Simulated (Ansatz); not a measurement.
# Property card for Sn₄Pd

Sn₄Pd:
Space group Ccce, origin choice 1 (No. 68); a = 6.482 Å, b = 11.564 Å, c = 6.440 Å, α = 90.00°, β = 90.00°, γ = 90.00°

| atom | site | symmetry | x | y | z |
|---|---|---|---|---|---|
| Sn | 16i | 1 | 0.3287 | 0.1257 | 0.3310 |
| Pd | 4b | 222 | 0.5000 | 0.5000 | 0.5000 |
(The calculation used a cell of 10 atoms; values per cell refer to that cell.)

Space group Ccce (No. 68); conventional cell a = 6.4824 Å, b = 11.5640 Å, c = 6.4395 Å, α = β = γ = 90.00°.

Method: r²SCAN in the plane-wave PAW code Ansatz. Structure relaxed to zero pressure with the same functional. Other levels are named where they apply.

Cell and energy:

```json
{
  "volume_per_atom": "24.14 Å³",
  "density": "8.00 g/cm³",
  "Formation energy from the elements (no fitted shifts)": "-0.15 eV/atom"
}
```

Electronic structure:

```json
{
  "electronic_character": "metallic (no gap)",
  "Density of states at the Fermi level": "0.29 states/eV per atom (mean over ±0.08 eV)",
  "Gap with spin–orbit coupling": "none (metallic)"
}
```

Mechanics:

```json
{
  "Bulk modulus (Birch–Murnaghan fit)": "639 kbar",
  "Pressure derivative B′": "5.6"
}
```

Phonons:

```json
{
 "highest_zone_centre_frequency": "156 cm^-1",
 "zone_centre_stability": "no imaginary mode at Γ"
}
```

Charges:

```json
{
 "bader_charges": "Sn +0.21, Pd -0.83 e"
}
```

The first step of the workflow began from a Materials Project structure, measured or hypothetical; the Crystallography Open Database files this formula in space group No. 68, but the cells were not matched. Its standing as an ambient phase is unchecked. Symmetry was held in the r²SCAN relaxation. No spin polarisation was allowed. As this level gives no gap, phonon frequencies hold no LO–TO term and depend on the k-mesh and smearing (Fermi–Dirac, 0.1 eV here). Axis ratios of metals converge slowly with the k-mesh, so a and c are less sure than the volume. The references are the lowest solids computed at this level, not always the standard phases. Scalar-relativistic: spin–orbit coupling is off unless named, which matters more the heavier the elements.

Potentials: the later of the program's two PAW sets.
